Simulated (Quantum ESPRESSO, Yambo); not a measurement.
# Levels of theory for the gap of AlCl$_{3}$ monolayer

A free-standing AlCl3 monolayer (symmetry P-31m, slab cell 15.7 Å high): one geometry, one set of norm-conserving PBEsol (Quantum ESPRESSO, 58 Ry, scalar-relativistic) orbitals, self-energies from Yambo (6×6×1 Γ-centred k mesh, 178 bands and a 5 Ry block in the screening, 178 bands in G with the Bruneval-Gonze terminator, plasmon pole fitted at 27.2 eV, slab-truncated Coulomb interaction, stochastic integration of W near q = 0).

The layer was cut from Materials Project entry mp-25469 and relaxed with PBEsol in a cell 15.7 Å high, with the Coulomb interaction truncated along z.

```
level                                                        gap M → M (eV)       rough Yambo cost
-----------------------------------------------------------  --------------  ---------------------
PBEsol (Quantum ESPRESSO)                                              5.55                      –
exchange only (Hartree-Fock self-energy on PBEsol orbitals)           14.75  about 1/30 (6 states)
G0W0@PBEsol, plasmon pole                                              9.24           1 (6 states)
```

Bare exchange has no screening and gives the widest gap. All rows use the PBEsol edge points; in the exchange only run other k points give a smaller gap, 14.62 eV.

Costs are rough ratios of core time on shared machines.

Convergence of the G0W0 settings was not tested.

This is a model layer cut from the bulk structure; whether it is stable on its own was not checked.
